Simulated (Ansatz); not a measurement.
Here is the system:

GaGeTe:
```
GaGeTe
1.0
    2.03510     1.17497    12.00013
   -2.03510     1.17497    12.00013
    0.00000    -2.34993    12.00013
Ga Ge Te
2 2 2
Direct
  0.25464   0.25464   0.25464
  0.74536   0.74536   0.74536
  0.32226   0.32226   0.32226
  0.67774   0.67774   0.67774
  0.11359   0.11359   0.11359
  0.88641   0.88641   0.88641
```

This is the r²SCAN-relaxed structure.

All from the program Ansatz at the r²SCAN level (PAW), unless another level is named. Predict the band gap.

0.60 eV (direct).

Predict the formation energy from the elements (no fitted shifts).

-0.30 eV/atom.

What about the valence-band maximum?

at T.

Space group R-3m. The workflow started from a Materials Project entry (that database holds measured and hypothetical structures alike); the Crystallography Open Database copy checked does not list it. Whether it is the stable phase at ambient conditions was not checked. The r²SCAN relaxation kept the symmetry of its start; its stability against distortions is not shown here. A crystal of weakly bound layers computed without a dispersion correction: the cell and the soft elastic constants depend strongly on that. The references are the lowest solids computed at this level, not always the standard phases. Spin–orbit coupling is left out wherever it is not named.

Potentials: the later of the program's two PAW sets.
